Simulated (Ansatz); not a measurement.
This cell of SiO₂ (rutile) is off equilibrium:

```
CELL_PARAMETERS angstrom
      4.18520     0.00000     0.00000
      0.00000     4.18520     0.00000
      0.00000     0.00000     2.66883
ATOMIC_POSITIONS crystal
  Si 0.50000 0.50000 0.50000
  Si 0.00000 0.00000 0.00000
  O  0.80610 0.80610 0.55396
  O  0.30610 0.69390 0.00000
  O  0.69390 0.30610 0.00000
  O  0.19390 0.19390 0.50000
```

These are r2SCAN (plane waves to 500 eV, PAW, scalar-relativistic; Ansatz, a program for electronic structure) values and carry that method's errors. k mesh 7×7×10 (Γ-centred), Fermi-Dirac smearing 0.05 eV. E stands for the smeared free energy. Compression counts positive. SiO2 was relaxed with its symmetry unable to fall.

Q: Predict the force on every atom, in eV/Å.

A: 
```
atom      Fx      Fy      Fz
----  ------  ------  ------
Si1    0.011   0.011   0.214
Si2    0.483   0.483   1.509
O3    -0.483  -0.483  -2.949
O4     0.006  -0.011   0.628
O5    -0.011   0.006   0.628
O6    -0.005  -0.005  -0.032
```

Q: Give the stress tensor in GPa and the pressure.

A: 
```
   2.06     1.27     1.37
   1.27     2.06     1.37
   1.37     1.37     1.25
```
The pressure, a third of the trace, is 1.79 GPa.

Q: In it atom 3 sits (0.000, 0.000, 0.144) Å away from its relaxed site. What is its energy relative to the relaxed cell?

A: 212 meV/cell.

(For displaced atoms, the force is minus the slope of the energy, and its curvature is a force constant, which sets phonon frequencies.)
